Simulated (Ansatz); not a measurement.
Relaxed-ion elastic tensor of Ca3SbN (anti-perovskite, Pm-3m) in GPa (Voigt order), DFT-PBEsol in the program Ansatz with PAW potentials; density 3.84 g/cm³, 22.16 Å³ per atom.

```
 135  26.1  26.1   0.0   0.0   0.0
26.1   135  26.1   0.0   0.0   0.0
26.1  26.1   135   0.0   0.0   0.0
 0.0   0.0   0.0  52.7   0.0   0.0
 0.0   0.0   0.0   0.0  52.7   0.0
 0.0   0.0   0.0   0.0   0.0  52.7
```

### Question
Is the crystal mechanically stable?

### Answer
Yes: the smallest eigenvalue of C is 52.7 GPa.

### Question
Work out the Voigt, Reuss and Hill averages.

### Answer
K_V = 62.4, K_R = 62.4, K_H = 62.4; G_V = 53.4, G_R = 53.4, G_H = 53.4 GPa.

### Question
Give Young's modulus, Poisson's ratio, Pugh's ratio and the universal anisotropy index.

### Answer
E = 9KG/(3K + G) = 125 GPa; ν = 0.17; K/G = 1.17 (brittle by the Pugh limit of 1.75); A_U = 5G_V/G_R + K_V/K_R − 6 = 0.00.

### Question
Estimate the sound speeds and the Debye temperature.

### Answer
v_l = √((K + 4G/3)/ρ) = 5900 m/s, v_t = √(G/ρ) = 3730 m/s, mean 4100 m/s; Θ = (h/k)(3n/4πV)^(1/3) v_m = 435 K.

### Question
Give the Zener ratio and Young's modulus along [100], [110] and [111].

### Answer
A = 2C44/(C11 − C12) = 0.97; 1/E = S11 − 2(S11 − S12 − S44/2)Γ with Γ = 0, 1/4, 1/3 gives 127, 124, 123 GPa.

### Question
Solve the Christoffel equation for the three sound speeds along [100], [110], [111].

### Answer
Eigenvalues of C_ijkl n_j n_l equal ρv². In km/s, slowest first: [100] 3.71, 3.71, 5.93; [110] 3.71, 3.77, 5.89; [111] 3.75, 3.75, 5.88.

The workflow started from a Materials Project entry (that database holds measured and hypothetical structures alike); the Crystallography Open Database copy checked does not list it. Whether it is the stable phase at ambient conditions was not checked. The PBEsol relaxation kept the symmetry of its start; its stability against distortions is not shown here. Spin–orbit coupling is left out wherever it is not named.

Potentials: the later of the program's two PAW sets.
